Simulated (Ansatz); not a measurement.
Several occupations of a bcc lattice at one composition, 4 Al, 5 W, 7 Mo. Sites, in fractions of the cell 6.359 0.000 0.000; 0.000 6.359 0.000; 0.000 0.000 6.359 Å:

| cell | sites |
| --- | --- |
| all | Mo (0.75 0.25 0.25) |
| 1 | Al (0.00 0.00 0.00), Al (0.00 0.50 0.50), Al (0.25 0.75 0.25), Al (0.75 0.75 0.75), Mo (0.25 0.25 0.25), Mo (0.25 0.25 0.75), Mo (0.50 0.00 0.00), Mo (0.50 0.00 0.50), Mo (0.50 0.50 0.00), Mo (0.75 0.75 0.25), W (0.00 0.00 0.50), W (0.00 0.50 0.00), W (0.25 0.75 0.75), W (0.50 0.50 0.50), W (0.75 0.25 0.75) |
| 2 | Al (0.00 0.00 0.50), Al (0.50 0.00 0.00), Al (0.50 0.00 0.50), Al (0.50 0.50 0.50), Mo (0.00 0.00 0.00), Mo (0.00 0.50 0.00), Mo (0.00 0.50 0.50), Mo (0.50 0.50 0.00), Mo (0.75 0.75 0.25), Mo (0.75 0.75 0.75), W (0.25 0.25 0.25), W (0.25 0.25 0.75), W (0.25 0.75 0.25), W (0.25 0.75 0.75), W (0.75 0.25 0.75) |
| 3 | Al (0.00 0.50 0.50), Al (0.25 0.75 0.75), Al (0.50 0.50 0.00), Al (0.75 0.75 0.25), Mo (0.00 0.00 0.00), Mo (0.00 0.00 0.50), Mo (0.25 0.75 0.25), Mo (0.50 0.00 0.00), Mo (0.50 0.00 0.50), Mo (0.75 0.25 0.75), W (0.00 0.50 0.00), W (0.25 0.25 0.25), W (0.25 0.25 0.75), W (0.50 0.50 0.50), W (0.75 0.75 0.75) |

Each was relaxed without symmetry on coarser meshes and computed once more. All numbers below come from Ansatz 0.2.0, DFT PBE, scalar-relativistic, plane waves, PAW.

Cutoff 420 eV; k points 5×5×5 on the computed 16-atom cell (Γ-centred); Gaussian smearing, width 0.10 eV; no spin polarisation.

Warren–Cowley parameters of the first shell of the sublattice with most elements (negative: unlike neighbours preferred):
| cell | Mo-W | Al-Mo | Al-W |
| --- | --- | --- | --- |
| 1 | -0.03 | 0.00 | 0.00 |
| 2 | -0.14 | 0.14 | -1.00 |
| 3 | -0.03 | 0.00 | 0.00 |

**Question.** Which occupation is lowest in energy, and by how much?

**Answer.** Cell 3.
```csv
cell,E − E(lowest) (meV/atom),V (Å³/atom)
3,0.0,15.71
1,11.4,15.71
2,140.8,15.65
```

The final mesh leaves forces up to 0.20 eV/Å and stresses up to 0.5 GPa: the relaxation ran on a coarser mesh, so the cell's shape, its bonds and its energy belong partly to that mesh.

Spin–orbit coupling is left out, which can shift energies with elements as heavy as these.

Cost: 6 runs of about 30 core-minutes in all (earlier runs that led there not counted), on Intel Xeon Processor @ 2.50GHz (Skylake/Cascade Lake) (shared hosts).